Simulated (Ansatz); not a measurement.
Total density of states per atom from PBE in the plane-wave PAW code Ansatz, in 0.25 eV bins, energy from the Fermi level:

```
E (eV) | states/eV/atom
    -7.85 | ############### 0.39
    -7.60 | ################ 0.41
    -7.35 | ################# 0.43
    -7.10 | ################### 0.47
    -6.85 | #################### 0.51
    -6.60 | ################### 0.47
    -6.35 | ################## 0.44
    -6.10 | ############### 0.38
    -5.85 | ############# 0.31
    -5.60 | ########### 0.28
    -5.35 | ########## 0.24
    -5.10 | ######### 0.22
    -4.85 | ######## 0.19
    -4.60 | ####### 0.18
    -4.35 | ######### 0.22
    -4.10 | ########### 0.29
    -3.85 | ############# 0.33
    -3.60 | ############## 0.35
    -3.35 | ############### 0.37
    -3.10 | ################# 0.43
    -2.85 | ################## 0.45
    -2.60 | ################## 0.45
    -2.35 | ################### 0.48
    -2.10 | ##################### 0.54
    -1.85 | ######################### 0.63
    -1.60 | ########################## 0.65
    -1.35 | ########################## 0.65
    -1.10 | ######################### 0.64
    -0.85 | ###################### 0.56
    -0.60 | #################### 0.51
    -0.35 | #################### 0.51
    -0.10 | #################### 0.51
     0.15 | ##################### 0.52
     0.40 | ##################### 0.52
     0.65 | ###################### 0.54
     0.90 | ##################### 0.52
     1.15 | ###################### 0.54
     1.40 | ##################### 0.54
     1.65 | ###################### 0.54
     1.90 | ###################### 0.54
     2.15 | ###################### 0.54
     2.40 | ###################### 0.56
     2.65 | ###################### 0.56
     2.90 | ####################### 0.58
     3.15 | ######################### 0.64
     3.40 | ############################ 0.70
     3.65 | ########################### 0.69
     3.90 | ########################### 0.69
     4.15 | ############################## 0.75
     4.40 | ############################## 0.74
     4.65 | ############################ 0.71
```

Question: Which compound is it?
(A) AgW, Pmma (W on 2e, Ag on 2f)
(B) HgTe, zinc blende
(C) Sn, simple hexagonal
(D) Fe, bcc (W type)

Answer: C, Sn, simple hexagonal. Within 0.5 eV of the Fermi level: Sn 5p 81 %, Sn 5s 16 %. Projections are on Löwdin-orthogonalised atomic valence shells; empty p or d shells of many metals are not among them.

Space group P6/mmm (simple hexagonal). The start of the workflow was typed in or built on a structure type; neither database checked (COD, Materials Project) lists it. It is not the phase usual at ambient conditions (space group No. 141). Symmetry was held in the PBE relaxation; whether a distortion lowers the energy is not shown. Spin–orbit coupling is left out wherever it is not named.

Potentials: the earlier of the program's two PAW sets.
